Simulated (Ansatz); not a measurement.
**NbP: computed property card**

NbP:
```
NbP
1.0
    3.07857     0.00000     0.00000
    0.00000     3.07857     0.00000
    0.00000     0.00000     3.07857
Nb P
1 1
Direct
  0.00000   0.00000   0.00000
  0.50000   0.50000   0.50000
```

Space group Pm-3m (No. 221), CsCl type; conventional cell a = b = c = 3.0786 Å, α = β = γ = 90.00°.

Method: PBEsol in the plane-wave PAW code Ansatz. Geometry: relaxed at this level of theory. Other levels are named where they apply.

### Cell and energy

```json
{
  "volume_per_atom": "14.59 Å³",
  "density": "7.05 g/cm³",
  "Formation energy from the elements (no fitted shifts)": "-0.77 eV/atom"
}
```

### Electronic structure

```json
{
  "electronic_character": "metallic (no gap)",
  "Density of states at the Fermi level": "0.53 states/eV per atom (mean over ±0.08 eV)",
  "Gap with spin–orbit coupling": "none (metallic)"
}
```

### Mechanics

```json
{
 "Bulk modulus (Birch–Murnaghan fit)": "207 GPa",
 "Pressure derivative B′": "4.3",
 "Elastic constants (relaxed ions, GPa)": "C11 = 385, C12 = 121, C44 = 128",
 "mechanical_stability": "stable (all eigenvalues of C positive)",
 "hill_bulk_and_shear_moduli": "209 and 130 GPa",
 "Young's modulus": "322 GPa",
 "Poisson's ratio": "0.24",
 "debye_temperature_from_the_elastic_constants": "580 K"
}
```

### Phonons

```json
{
 "highest_zone_centre_frequency": "212 cm^-1",
 "zone_centre_stability": "no imaginary mode at Γ"
}
```

A made-up cell: these elements were put on the sites of a structure type; neither database checked (COD, Materials Project) lists it. COD files the formula under space group No. 141, so this cell is another polymorph or a model. Whether it is the stable phase at ambient conditions was not checked. The PBEsol relaxation kept the symmetry of its start. The run is not spin-polarised. As this level gives no gap, shear constants depend on the k-mesh and smearing (Fermi–Dirac, 0.1 eV here). As this level gives no gap, phonon frequencies hold no LO–TO term and depend on the k-mesh and smearing (Fermi–Dirac, 0.1 eV here). The references are the lowest solids computed at this level, not always the standard phases. Spin–orbit coupling is left out wherever it is not named.

Potentials: the later of the program's two PAW sets.
